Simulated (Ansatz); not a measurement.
# MgTl: energy along a strain

MgTl, Pm-3m, a = 3.635 Å (as given, not relaxed at this level: -0.2 GPa). The structure is a COD entry; whether it is the stable form wasn't checked. Ansatz: r2SCAN, PAW, 500 eV, Γ-centred 14×14×14 mesh on 2 atoms, Gaussian smearing 0.15 eV; no spin polarisation. Cell vectors (Å): 3.635 0.000 0.000; 0.000 3.635 0.000; 0.000 0.000 3.635. The cell is strained by x per cent times the pattern (0 0 0 1 0 0) in the order xx yy zz yz xz xy (engineering shears), with fractional coordinates held. y is the free energy over the start, V0 = 24.015 Å³/atom. Symmetry makes y even in x. Points with a strain past 8.5 % were computed too (4) and aren't used here.

| x (%) | y (meV/atom) |
| --- | --- |
| -7.50 | 2.76 |
| 0.00 | 0.00 |
| 1.87 | 0.16 |
| 3.75 | 0.63 |
| 5.62 | ? |

Q: Fit y = c2 x² + c4 x⁴ to the other rows, get the stiffness along the pattern, and predict the missing energy.

A: Least squares on the rows shown. y = 0.04357 x² + 9.771×10⁻⁵ x⁴. The clamped-ion stiffness p·C·p = 2 × 0.4357 eV × 160.2 / 24.015 Å³ = 5.8 GPa, which is C44 in these axes. At x = 5.62 the fit asked for gives 1.47 meV/atom. The run gave 1.44 meV/atom, so the fit is 0.03 meV/atom too high, a small miss on the scale of the series.

Spin–orbit coupling is left out, which can shift energies with elements as heavy as these.